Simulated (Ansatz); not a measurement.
An Ansatz (a first-principles code) input:

Ansatz 0.2 input:
```yaml
crystal:
  lattice:
    - [0.0, 2.5974870383, 2.5974870383]
    - [2.5974870383, 0.0, 2.5974870383]
    - [2.5974870383, 2.5974870383, 0.0]
  atoms:
    - { symbol: Sr, position: [0.0, 0.0, 0.0] }
    - { symbol: O, position: [0.5, 0.5, 0.5] }
kpoints:
  mp_grid: { grid: [8, 8, 8] }
basis: { xc_grid: 2 }
hamiltonian:
  xc: pbe
  pseudopotentials: { kind: paw }
scf:
  occupations: { method: fixed }
output:
  optics: { e_range: [0.0, 15.0], de: 0.05, sigma: 0.1, bands: { spectra_wanted_up_to: 12 eV } }
```

How many symmetry operations and irreducible k-points will the run report?

48 operations, 29 of 512 k-points.

With a cutoff of 420 eV, how many plane waves at Γ?

701.

It took very roughly 15 core-seconds on shared server cores.

Space group Fm-3m (rock salt). Symmetry was held in the PBE relaxation; phonons on a q-mesh show no instability. Spin–orbit coupling is left out wherever it is not named.

Potentials: the later of the program's two PAW sets.

Ansatz is a plane-wave DFT program.
